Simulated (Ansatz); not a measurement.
InP, first-principles data

InP:
```
CELL_PARAMETERS angstrom
      4.13899     0.00000     0.00000
     -2.06950     3.58447     0.00000
      0.00000     0.00000     9.35163
ATOMIC_POSITIONS crystal
  In 0.50055 0.00000 0.66667
  In 0.00000 0.50055 0.33333
  In 0.49945 0.49945 0.00000
  P  0.50029 0.00000 0.16667
  P  0.00000 0.50029 0.83333
  P  0.49971 0.49971 0.50000
```

Space group P6_222 (No. 180); conventional cell a = 4.139 Å, b = 4.139 Å, c = 9.352 Å, α = 90.00°, β = 90.00°, γ = 120.00°.

Method: DFT-r²SCAN in the program Ansatz with PAW potentials. Geometry: relaxed at this level of theory. Other levels are named where they apply.

Cell and energy:

| Item | Result |
|---|---|
| Volume per atom | 23.12 Å³ |
| Density | 5.23 g/cm³ |
| Formation energy from the elements (no fitted shifts) | -0.19 eV/atom |

Electronic structure:

| Item | Value |
|---|---|
| Band gap | 0.41 eV (smallest direct gap 0.41 eV) |
| Valence-band maximum | on the Γ–M line, 4 % of the way from Γ |
| Conduction-band minimum | at Γ |
| Electron effective mass | 0.033, 0.071, 0.071 mₑ (principal values) |
| HSE06 gap on the r²SCAN cell | 0.66 eV |
| Gap with spin–orbit coupling | 0.40 eV |

Mechanics:

| Item | Result |
|---|---|
| Bulk modulus (Birch–Murnaghan fit) | 71.2 GPa |
| Pressure derivative B′ | 3.3 |

Charges:

| Quantity | Value |
|---|---|
| Bader charges | In +0.96, P -0.96 e |

The start of the workflow was typed in or built on a structure type; neither database checked (COD, Materials Project) lists it. It is not the phase usual at ambient conditions (space group No. 216). The cell was relaxed with r²SCAN under the symmetry of its start; whether a distortion lowers the energy is not shown. Point labels and valley counts follow the cell and symmetry of the run, lower than the named group. The references are the lowest solids computed at this level, not always the standard phases. Spin–orbit coupling is left out wherever it is not named.

Potentials: the earlier of the program's two PAW sets. The files were generated under PBE; for other functionals the program regenerates the frozen cores, and for LDA and PBEsol the local potential too.
